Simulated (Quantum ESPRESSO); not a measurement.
## Cu2TiTa4Mo (finding a planted mistake in a log)

A calculation, not a measurement. The program is pw.x of Quantum ESPRESSO 7.5 (plane-wave density functional theory). The cell is made up: eight metal atoms on a hexagonal close-packed lattice, with elements, volume, strain and displacements drawn at random and not relaxed, so it may be unstable or far from any real phase. PseudoDojo standard norm-conserving files set the functional (PBE unless stated); there is no spin polarisation or spin-orbit coupling, the Fermi-Dirac width of 0.25 eV means electrons at about 2900 K, and the masses in the input are unused placeholders. The copper pseudopotential is less sure than most, with forces differing by about three percent and pressure by about two GPa from a second method on plain copper. Heavy elements are run without spin-orbit coupling, which real alloys of them have. A spin test at this wide smearing found no moment, but such smearing suppresses magnetism that the real alloy may have.

Intended input:

```
&control calculation='scf', pseudo_dir='./dojo.nc.sr.pbe.v0_5.standard.upf', outdir='./o', disk_io='minimal', tprnfor=.true., tstress=.true. /
&system ibrav=0, nat=8, ntyp=4, nbnd=74, ecutwfc=92.02030273, nosym=.true., tot_charge=0,
 occupations='smearing', smearing='fd', degauss=0.0183746611
/
&electrons conv_thr=1.470e-08, electron_maxstep=70, mixing_beta=0.5 /
ATOMIC_SPECIES
Cu 1.0 Cu.upf
Mo 1.0 Mo.upf
Ta 1.0 Ta.upf
Ti 1.0 Ti.upf
CELL_PARAMETERS angstrom
-2.7928 0.0 0.0
0.0 4.8372 0.0
1.3964 -2.4186 -9.181
ATOMIC_POSITIONS angstrom
Cu 0.0182 0.0662 -0.0043
Ti 0.025 1.5722 -2.2997
Ta 0.0112 -0.0205 -4.5978
Ta 0.0194 1.6227 -6.8921
Cu -1.3923 2.357 -0.0184
Ta -1.3996 4.0267 -2.2942
Mo -1.3957 2.4103 -4.619
Ta -1.3913 -0.8447 -6.9085
K_POINTS automatic
8 5 3 1 1 1
```

The log is shortened where brackets say so; the opening notice, blank lines, dates and the lines on written files are dropped, and the path of the files is cut. It prints rydbergs, bohrs and kilobars, and counts compression as positive stress. Its total energy is the free energy E - TS of the whole cell.

Log of the intended run:

```
     Program PWSCF v.7.5
     Parallel version (MPI & OpenMP), running on       4 processor cores
     Number of MPI processes:                 4
     Threads/MPI process:                     1
     [start-up lines left out]
     bravais-lattice index     =            0
     lattice parameter (alat)  =       5.2776  a.u.
     unit-cell volume          =     836.9904 (a.u.)^3
     number of atoms/cell      =            8
     number of atomic types    =            4
     number of electrons       =       116.00
     number of Kohn-Sham states=           74
     kinetic-energy cutoff     =      92.0203  Ry
     charge density cutoff     =     368.0812  Ry
     scf convergence threshold =      1.5E-08
     mixing beta               =       0.5000
     number of iterations used =            8  plain     mixing
     Exchange-correlation= PBE
                           (   1   4   3   4   0   0   0)
     [axes and pseudopotential details left out]
   Cartesian axes
     site n.     atom                  positions (alat units)
         1        Cu     tau(   1) = (   0.0065168   0.0237038  -0.0015397  )
         2        Ti     tau(   2) = (   0.0089516   0.5629476  -0.8234388  )
         3        Ta     tau(   3) = (   0.0040103  -0.0073403  -1.6463048  )
         4        Ta     tau(   4) = (   0.0069464   0.5810298  -2.4678101  )
         5        Cu     tau(   5) = (  -0.4985319   0.8439559  -0.0065884  )
         6        Ta     tau(   6) = (  -0.5011458   1.4418147  -0.8214695  )
         7        Mo     tau(   7) = (  -0.4997494   0.8630407  -1.6538957  )
         8        Ta     tau(   8) = (  -0.4981739  -0.3024563  -2.4736823  )
     number of k points=    60  Fermi-Dirac smearing, width (Ry)=  0.0184
                       cart. coord. in units 2pi/alat
        k(    1) = (  -0.0625000   0.0577359  -0.0754146), wk =   0.0333333
        k(    2) = (  -0.0625000   0.0577359   0.1273810), wk =   0.0333333
     [further k points left out]
     Dense  grid:    99803 G-vectors     FFT dimensions: (  36,  60, 120)
     Estimated max dynamical RAM per process >     404.29 MB
     Estimated total dynamical RAM >       1.51 GB
     Initial potential from superposition of free atoms
     starting charge     115.9927, renormalised to     116.0000
     Starting wfcs are   80 randomized atomic wfcs
     total cpu time spent up to now is        6.8 secs
     per-process dynamical memory:   324.8 Mb
     Self-consistent Calculation
     iteration #  1     ecut=    92.02 Ry     beta= 0.50
     Davidson diagonalization with overlap
     ethr =  1.00E-02,  avg # of iterations =  2.7
     total cpu time spent up to now is       22.6 secs
     total energy              =   -1492.24599828 Ry
     estimated scf accuracy    <      65.07667670 Ry
     iteration #  2     ecut=    92.02 Ry     beta= 0.50
     Davidson diagonalization with overlap
     ethr =  1.00E-02,  avg # of iterations =  7.4
     total cpu time spent up to now is       48.8 secs
     total energy              =   -1462.77128046 Ry
     estimated scf accuracy    <    1083.53925975 Ry
     [iterations 3 to 21 left out]
     iteration # 22     ecut=    92.02 Ry     beta= 0.50
     Davidson diagonalization with overlap
     ethr =  4.74E-11,  avg # of iterations =  3.6
     total cpu time spent up to now is      334.3 secs
     total energy              =   -1538.37619238 Ry
     estimated scf accuracy    <       0.00000002 Ry
     iteration # 23     ecut=    92.02 Ry     beta= 0.50
     Davidson diagonalization with overlap
     ethr =  1.79E-11,  avg # of iterations =  2.3
     total cpu time spent up to now is      347.7 secs
     End of self-consistent calculation
     [lines on levels left out]
!    total energy              =   -1538.37619237 Ry
     estimated scf accuracy    <       0.00000001 Ry
     smearing contrib. (-TS)   =      -0.12628644 Ry
     internal energy E=F+TS    =   -1538.24990593 Ry
     The total energy is F=E-TS. E is the sum of the following terms:
     one-electron contribution =    -655.00499399 Ry
     hartree contribution      =     391.90814774 Ry
     xc contribution           =    -250.30778315 Ry
     ewald contribution        =   -1024.84527652 Ry
     convergence has been achieved in  23 iterations
     Forces acting on atoms (cartesian axes, Ry/au):
     atom    1 type  1   force =    -0.00111574   -0.01317764   -0.00550502
     atom    2 type  4   force =    -0.00229756    0.02165740    0.04203765
     atom    3 type  3   force =    -0.00257525    0.00407166    0.01592140
     atom    4 type  3   force =    -0.00060278   -0.02021850   -0.09034201
     atom    5 type  1   force =     0.00112365    0.01046394   -0.00290208
     atom    6 type  3   force =     0.00327249   -0.02223091    0.07476053
     atom    7 type  2   force =     0.00029746   -0.00312541    0.05089732
     atom    8 type  3   force =     0.00189771    0.02255947   -0.08486779
     Total force =     0.166802     Total SCF correction =     0.000833
     Computing stress (Cartesian axis) and pressure
          total   stress  (Ry/bohr**3)                   (kbar)     P=      187.29
   0.00116933   0.00000424  -0.00000374          172.01        0.62       -0.55
   0.00000424   0.00111735  -0.00001082            0.62      164.37       -1.59
  -0.00000374  -0.00001082   0.00153281           -0.55       -1.59      225.48
     init_run     :      6.43s CPU      6.67s WALL (       1 calls)
     electrons    :    334.65s CPU    340.90s WALL (       1 calls)
     forces       :      2.71s CPU      2.73s WALL (       1 calls)
     stress       :      9.41s CPU      9.56s WALL (       1 calls)
     [timing details left out]
     PWSCF        :   5m53.33s CPU   6m 0.05s WALL
     JOB DONE.
```

A second run was made from an input with one planted mistake. Its log:

```
     Program PWSCF v.7.5
     Parallel version (MPI & OpenMP), running on       4 processor cores
     Number of MPI processes:                 4
     Threads/MPI process:                     1
     [start-up lines left out]
     bravais-lattice index     =            0
     lattice parameter (alat)  =       5.2776  a.u.
     unit-cell volume          =     836.9904 (a.u.)^3
     number of atoms/cell      =            8
     number of atomic types    =            5
     number of electrons       =       110.00
     number of Kohn-Sham states=           71
     kinetic-energy cutoff     =      92.0203  Ry
     charge density cutoff     =     368.0812  Ry
     scf convergence threshold =      1.5E-08
     mixing beta               =       0.5000
     number of iterations used =            8  plain     mixing
     Exchange-correlation= PBE
                           (   1   4   3   4   0   0   0)
     [axes and pseudopotential details left out]
   Cartesian axes
     site n.     atom                  positions (alat units)
         1        Cu     tau(   1) = (   0.0065168   0.0237038  -0.0015397  )
         2        Ti     tau(   2) = (   0.0089516   0.5629476  -0.8234388  )
         3        Ta     tau(   3) = (   0.0040103  -0.0073403  -1.6463048  )
         4        Ta     tau(   4) = (   0.0069464   0.5810298  -2.4678101  )
         5        In     tau(   5) = (  -0.4985319   0.8439559  -0.0065884  )
         6        Ta     tau(   6) = (  -0.5011458   1.4418147  -0.8214695  )
         7        Mo     tau(   7) = (  -0.4997494   0.8630407  -1.6538957  )
         8        Ta     tau(   8) = (  -0.4981739  -0.3024563  -2.4736823  )
     number of k points=    60  Fermi-Dirac smearing, width (Ry)=  0.0184
                       cart. coord. in units 2pi/alat
        k(    1) = (  -0.0625000   0.0577359  -0.0754146), wk =   0.0333333
        k(    2) = (  -0.0625000   0.0577359   0.1273810), wk =   0.0333333
     [further k points left out]
     Dense  grid:    99803 G-vectors     FFT dimensions: (  36,  60, 120)
     Estimated max dynamical RAM per process >     399.52 MB
     Estimated total dynamical RAM >       1.49 GB
     Initial potential from superposition of free atoms
     starting charge     109.9891, renormalised to     110.0000
     Starting wfcs are   79 randomized atomic wfcs
     total cpu time spent up to now is        6.8 secs
     per-process dynamical memory:   308.7 Mb
     Self-consistent Calculation
     iteration #  1     ecut=    92.02 Ry     beta= 0.50
     Davidson diagonalization with overlap
     ethr =  1.00E-02,  avg # of iterations =  2.5
     total cpu time spent up to now is       21.0 secs
     total energy              =   -1269.14320335 Ry
     estimated scf accuracy    <      32.59042956 Ry
     iteration #  2     ecut=    92.02 Ry     beta= 0.50
     Davidson diagonalization with overlap
     ethr =  1.00E-02,  avg # of iterations =  5.2
     total cpu time spent up to now is       41.1 secs
     total energy              =   -1266.56702654 Ry
     estimated scf accuracy    <     381.77694146 Ry
     [iterations 3 to 20 left out]
     iteration # 21     ecut=    92.02 Ry     beta= 0.50
     Davidson diagonalization with overlap
     ethr =  1.32E-10,  avg # of iterations =  5.1
     total cpu time spent up to now is      283.1 secs
     total energy              =   -1292.00936856 Ry
     estimated scf accuracy    <       0.00000012 Ry
     iteration # 22     ecut=    92.02 Ry     beta= 0.50
     Davidson diagonalization with overlap
     ethr =  1.07E-10,  avg # of iterations =  2.0
     total cpu time spent up to now is      294.2 secs
     End of self-consistent calculation
     [lines on levels left out]
!    total energy              =   -1292.00936857 Ry
     estimated scf accuracy    <       0.00000001 Ry
     smearing contrib. (-TS)   =      -0.12641525 Ry
     internal energy E=F+TS    =   -1291.88295332 Ry
     The total energy is F=E-TS. E is the sum of the following terms:
     one-electron contribution =    -375.89192531 Ry
     hartree contribution      =     258.51905103 Ry
     xc contribution           =    -244.25872606 Ry
     ewald contribution        =    -930.25135298 Ry
     convergence has been achieved in  22 iterations
     Forces acting on atoms (cartesian axes, Ry/au):
     atom    1 type  1   force =    -0.00143385   -0.02636019   -0.00517997
     atom    2 type  5   force =    -0.00300470    0.00971532   -0.00670041
     atom    3 type  4   force =    -0.00249912    0.00465888    0.01781731
     atom    4 type  4   force =    -0.00050658   -0.00093067   -0.05413619
     atom    5 type  2   force =     0.00207175    0.01775323   -0.02160317
     atom    6 type  4   force =     0.00334302   -0.00192543    0.03679001
     atom    7 type  3   force =     0.00016908   -0.00385838    0.04613770
     atom    8 type  4   force =     0.00186039    0.00094725   -0.01312526
     Total force =     0.092866     Total SCF correction =     0.000427
     Computing stress (Cartesian axis) and pressure
          total   stress  (Ry/bohr**3)                   (kbar)     P=      311.63
   0.00198866   0.00000826  -0.00000097          292.54        1.21       -0.14
   0.00000826   0.00175486  -0.00005238            1.21      258.15       -7.71
  -0.00000097  -0.00005238   0.00261177           -0.14       -7.71      384.20
     init_run     :      6.37s CPU      6.58s WALL (       1 calls)
     electrons    :    286.63s CPU    287.41s WALL (       1 calls)
     forces       :      2.41s CPU      2.42s WALL (       1 calls)
     stress       :      8.31s CPU      8.45s WALL (       1 calls)
     [timing details left out]
     PWSCF        :   5m 4.01s CPU   5m 5.18s WALL
     JOB DONE.
```

Question: the log repeats what the program read. Compare it with the intended run: what was wrong in the second input?

Answer: one atom is of a wrong element. The input lines that differ:

```
- &system ibrav=0, nat=8, ntyp=4, nbnd=74, ecutwfc=92.02030273, nosym=.true., tot_charge=0,
+ &system ibrav=0, nat=8, ntyp=5, nbnd=71, ecutwfc=92.02030273, nosym=.true., tot_charge=0,
+ In 1.0 In.upf
- Cu -1.3923 2.357 -0.0184
+ In -1.3923 2.357 -0.0184
```

|  | intended run | run with the mistake |
| --- | --- | --- |
| free energy (eV) | -20930.674 | -17578.683 |
| entropy term -TS, part of it (eV) | -1.718 | -1.720 |
| pressure (GPa) | 18.73 | 31.16 |
| size of the largest force component (eV/Å) | 2.323 | 1.392 |
| largest change of a force component (eV/Å) |  | 1.845 |
| iterations | 23 | 22 |

For scale, a rerun of the intended cell at a higher cutoff and on a denser mesh moved values by no more than 0.005 eV in energy, 0.07 GPa in stress and 0.007 eV/Å in force, and a second program with other atomic files agreed on that cell to 2 % rms in force and 0.5 GPa in pressure. Files of another functional or element have another zero of energy, so the energy change says nothing on stability. The number of bands, nbnd, was set by rule from the electron count, so it follows the mistake.